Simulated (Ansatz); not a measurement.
HfB₂ (MoSi2 or CaC2 type, I4/mmm) at seven volumes, PBE in the plane-wave PAW code Ansatz, shape and atoms relaxed at each. One row is withheld.

| V (Å³/atom) | P (GPa) |
|---|---|
| 11.155 | ? |
| 11.523 | 10.34 |
| 11.890 | 4.79 |
| 12.258 | 0.00 |
| 12.626 | -4.14 |
| 12.994 | -7.72 |
| 13.361 | -10.81 |

Q: Fit the shown pressures and predict the withheld one.

A: P = (3/2)B₀(x^(7/2) − x^(5/2))[1 + (3/4)(B′ − 4)(x − 1)] with x = (V₀/V)^(2/3). Least squares on the six rows gives V₀ = 12.258 Å³/atom, B₀ = 148 GPa, B′ = 3.88. At V = 11.155, x = 1.0649 and P = 16.76 GPa. The run itself gave 16.77 GPa.

A made-up cell: these elements were put on the sites of a structure type; neither database checked (COD, Materials Project) lists it. COD files the formula under space group No. 191, so this cell is another polymorph or a model. Its standing as an ambient phase is unchecked. The PBE relaxation kept the symmetry of its start; its stability against distortions is not shown here. The run is not spin-polarised. Scalar-relativistic: spin–orbit coupling is off unless named, which matters more the heavier the elements.

Potentials: the earlier of the program's two PAW sets.
